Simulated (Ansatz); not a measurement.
Geometry optimisation in Ansatz: input, command and trajectory.

```yaml
crystal:
  lattice:
    - [3.7171300067, 0.0, 0.0]
    - [-1.8585650034, 3.219129015, 0.0]
    - [0.0, 0.0, 4.0135124657]
  atoms:
    - { symbol: As, position: [0.0, 0.0, 0.0] }
    - { symbol: Pt, position: [0.3333333333, 0.6666666667, 0.5] }
    - { symbol: Pt, position: [0.6666666667, 0.3333333333, 0.5] }
basis:
  ecutwfc: 420
kpoints:
  mp_grid: { grid: [6, 6, 4] }
hamiltonian:
  xc: pbe
scf:
  occupations: { method: gaussian, width: 0.1 }
  lower_state_search: "off"
output:
  forces: true
  stress: true
  eigenvalues: true
relax:
  adjacent_minimum: "off"
  f_tol: 0.04
  max_steps: 70
  cell: { stress_tol: 0.4 }
```

```bash
ansatz run input.yaml --threads 1 --pin off --max-ram 2560MiB --backend cpu --events-out ev --progress --plain --runs-dir out
```

All numbers below come from DFT PBE, scalar-relativistic, plane waves, PAW (Ansatz 0.2.0).

Of 14 frames 10 are shown, positions in Å and forces in eV/Å; the SCF threshold varies from step to step. Steps run on the plane waves of an earlier cell, with a Pulay correction in the pressure. The basis is chosen afresh for the last frame, the zero of the energies, and at times for earlier ones too; energy and pressure step there, also at an unchanged geometry. Here that happened at step 11 (-48 meV/atom, 4.6 GPa); the frames before carry an error of that size.

```xyz
3
Lattice="3.7171 0.0000 0.0000 -1.8586 3.2191 0.0000 0.0000 0.0000 4.0135" Properties=species:S:1:pos:R:3:forces:R:3 pbc="T T T" step=1 free_energy_over_end_meV_per_atom=1862.60 pressure_GPa=87.44
As    0.0000    0.0000    0.0000    0.0000    0.0000    0.0000
Pt    0.0000    2.1461    2.0068    0.0000    0.0000    0.0000
Pt    1.8586    1.0730    2.0068    0.0000    0.0000    0.0000
3
Lattice="3.8985 0.0000 0.0000 -1.9492 3.3762 0.0000 0.0000 0.0000 4.0097" Properties=species:S:1:pos:R:3:forces:R:3 pbc="T T T" step=2 free_energy_over_end_meV_per_atom=911.33 pressure_GPa=40.95
As    0.0000    0.0000    0.0000    0.0000    0.0000    0.0000
Pt    0.0000    2.2508    2.0049    0.0000    0.0000    0.0000
Pt    1.9492    1.1254    2.0049    0.0000    0.0000    0.0000
3
Lattice="4.1974 0.0000 0.0000 -2.0987 3.6350 0.0000 0.0000 0.0000 3.6383" Properties=species:S:1:pos:R:3:forces:R:3 pbc="T T T" step=4 free_energy_over_end_meV_per_atom=226.58 pressure_GPa=6.04
As    0.0000    0.0000    0.0000    0.0000    0.0000    0.0000
Pt    0.0000    2.4234    1.8192    0.0000    0.0000    0.0000
Pt    2.0987    1.2117    1.8192    0.0000    0.0000    0.0000
3
Lattice="4.2806 0.0000 0.0000 -2.1403 3.7071 0.0000 0.0000 0.0000 3.4442" Properties=species:S:1:pos:R:3:forces:R:3 pbc="T T T" step=5 free_energy_over_end_meV_per_atom=157.98 pressure_GPa=2.13
As    0.0000    0.0000    0.0000    0.0000    0.0000    0.0000
Pt    0.0000    2.4714    1.7221    0.0000    0.0000    0.0000
Pt    2.1403    1.2357    1.7221    0.0000    0.0000    0.0000
3
Lattice="4.4104 0.0000 0.0000 -2.2052 3.8195 0.0000 0.0000 0.0000 3.0537" Properties=species:S:1:pos:R:3:forces:R:3 pbc="T T T" step=7 free_energy_over_end_meV_per_atom=89.99 pressure_GPa=0.90
As    0.0000    0.0000    0.0000    0.0000    0.0000    0.0000
Pt    0.0000    2.5463    1.5268    0.0000    0.0000    0.0000
Pt    2.2052    1.2732    1.5268    0.0000    0.0000    0.0000
3
Lattice="4.4795 0.0000 0.0000 -2.2397 3.8793 0.0000 0.0000 0.0000 2.8591" Properties=species:S:1:pos:R:3:forces:R:3 pbc="T T T" step=8 free_energy_over_end_meV_per_atom=59.31 pressure_GPa=1.46
As    0.0000    0.0000    0.0000    0.0000    0.0000    0.0000
Pt    0.0000    2.5862    1.4295    0.0000    0.0000    0.0000
Pt    2.2397    1.2931    1.4295    0.0000    0.0000    0.0000
3
Lattice="4.4895 0.0000 0.0000 -2.2448 3.8880 0.0000 0.0000 0.0000 2.8641" Properties=species:S:1:pos:R:3:forces:R:3 pbc="T T T" step=10 free_energy_over_end_meV_per_atom=58.88 pressure_GPa=-0.01
As    0.0000    0.0000    0.0000    0.0000    0.0000    0.0000
Pt    0.0000    2.5920    1.4321    0.0000    0.0000    0.0000
Pt    2.2448    1.2960    1.4321    0.0000    0.0000    0.0000
3
Lattice="4.4895 0.0000 0.0000 -2.2448 3.8880 0.0000 0.0000 0.0000 2.8641" Properties=species:S:1:pos:R:3:forces:R:3 pbc="T T T" step=11 free_energy_over_end_meV_per_atom=10.86 pressure_GPa=4.61
As    0.0000    0.0000    0.0000    0.0000    0.0000    0.0000
Pt    0.0000    2.5920    1.4321    0.0000    0.0000    0.0000
Pt    2.2448    1.2960    1.4321    0.0000    0.0000    0.0000
3
Lattice="4.5607 0.0000 0.0000 -2.2804 3.9497 0.0000 0.0000 0.0000 2.8356" Properties=species:S:1:pos:R:3:forces:R:3 pbc="T T T" step=13 free_energy_over_end_meV_per_atom=0.13 pressure_GPa=0.02
As    0.0000    0.0000    0.0000    0.0000    0.0000    0.0000
Pt    0.0000    2.6331    1.4178    0.0000    0.0000    0.0000
Pt    2.2804    1.3166    1.4178    0.0000    0.0000    0.0000
3
Lattice="4.5607 0.0000 0.0000 -2.2804 3.9497 0.0000 0.0000 0.0000 2.8356" Properties=species:S:1:pos:R:3:forces:R:3 pbc="T T T" step=14 free_energy_over_end_meV_per_atom=0.00 pressure_GPa=0.00
As    0.0000    0.0000    0.0000    0.0000    0.0000    0.0000
Pt    0.0000    2.6331    1.4178    0.0000    0.0000    0.0000
Pt    2.2804    1.3166    1.4178    0.0000    0.0000    0.0000
```

The start puts this composition into another compound's structure type, which needn't suit it. At the end the space group is P6/mmm (tolerance 0.05 Å).

It took 15 s on 1 thread of Intel(R) Xeon(R) 6975P-C (Granite Rapids), with other jobs on the host, peak memory 0.37 GiB.

The k mesh is coarse. Spin–orbit coupling is left out, which can shift energies with elements as heavy as these.